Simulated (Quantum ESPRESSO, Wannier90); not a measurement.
# Au (bcc (W type), model phase): Wannier90 run

```
begin unit_cell_cart
ang
   -1.6572700000    1.6572700000    1.6572700000
    1.6572700000   -1.6572700000    1.6572700000
    1.6572700000    1.6572700000   -1.6572700000
end unit_cell_cart
begin atoms_frac
Au   0.0000000000  0.0000000000  0.0000000000
end atoms_frac
```

Materials Project entry mp-2647062; symmetrised, unrelaxed at this level. This isn't the element's usual structure (fcc); take it as a model of another phase. Method: PBEsol plane waves in Quantum ESPRESSO 7.5 (PseudoDojo norm-conserving files, 61 Ry, spinors with spin-orbit coupling), Bloch states on a 10×10×10 mesh through Γ, Wannier90 4.0.1. Density: 18×18×18 mesh, cold smearing 0.01 Ry.

A tight-binding model is made by disentanglement and projection with no localisation steps (num_iter = 0), so the 18 orbitals stay atom-like: hydrogen-like Au: s;p;d, axes along x, y, z; frozen window up to 3.00 eV relative to the Fermi level. It follows pw.x to 0.9 meV rms for states up to 1.0 eV relative to the Fermi level. Matrix elements depend on this choice of orbitals and windows.

Task: What are the on-site energies relative to the Fermi level, and how fast do the hoppings decay?

Result: 
```json
[
 {"atom": "Au1", "orbitals": "s↑ s↓", "energy (eV)": "2.08"},
 {"atom": "Au1", "orbitals": "pz↑ pz↓ px↑ px↓ py↑ py↓", "energy (eV)": "10.74"},
 {"atom": "Au1", "orbitals": "dz2↑ dz2↓ dx2-y2↑ dx2-y2↓", "energy (eV)": "-3.70"},
 {"atom": "Au1", "orbitals": "dxz↑ dxz↓ dyz↑ dyz↓ dxy↑ dxy↓", "energy (eV)": "-3.73"}
]
```

```
distance of the centres (Å)  largest modulus (eV)
---------------------------  --------------------
2–3                                           1.2
3–4                                           1.8
4–5                                          0.11
5–6                                          0.15
6–7                                         0.065
7–8                                         0.028
8–9                                         0.016
9–10                                       0.0045
10–11                                      0.0028
```

Effective spin-orbit constants λ of λ L·S, from the same-site elements px↑–py↑ (λ/2) and dx2-y2↑–dxy↑ (λ), where they are among the larger elements: Au1 p 1.5 eV, Au1 d 0.65 eV.
